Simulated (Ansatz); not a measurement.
Consider the following.

VIr3:
```xyz
4
Lattice="3.7724 0.0000 0.0000 0.0000 3.7724 0.0000 0.0000 0.0000 3.7724" Properties=species:S:1:pos:R:3 pbc="T T T"
V      0.0000     0.0000     0.0000
Ir     1.8862     1.8862     0.0000
Ir     0.0000     1.8862     1.8862
Ir     1.8862     0.0000     1.8862
```

This is the LDA-relaxed structure.

Problem. All from LDA (plane waves, PAW; program Ansatz), unless another level is named. Predict the Hill bulk and shear moduli.

Solution. 372 and 242 GPa.

Problem. What about the elastic constants (relaxed ions, GPa)?

Solution. C11 = 610, C12 = 253, C44 = 298.

Space group Pm-3m (Cu3Au type). The workflow started from a Materials Project entry (that database holds measured and hypothetical structures alike); the Crystallography Open Database files this formula in space group No. 221, but the cells were not matched. Its standing as an ambient phase is unchecked. Symmetry was held in the LDA relaxation; of distortions, only those at the zone centre were tested. The run is not spin-polarised. As this level gives no gap, shear constants depend on the k-mesh and smearing (Fermi–Dirac, 0.1 eV here). Spin–orbit coupling is left out wherever it is not named.

Potentials: the earlier of the program's two PAW sets.
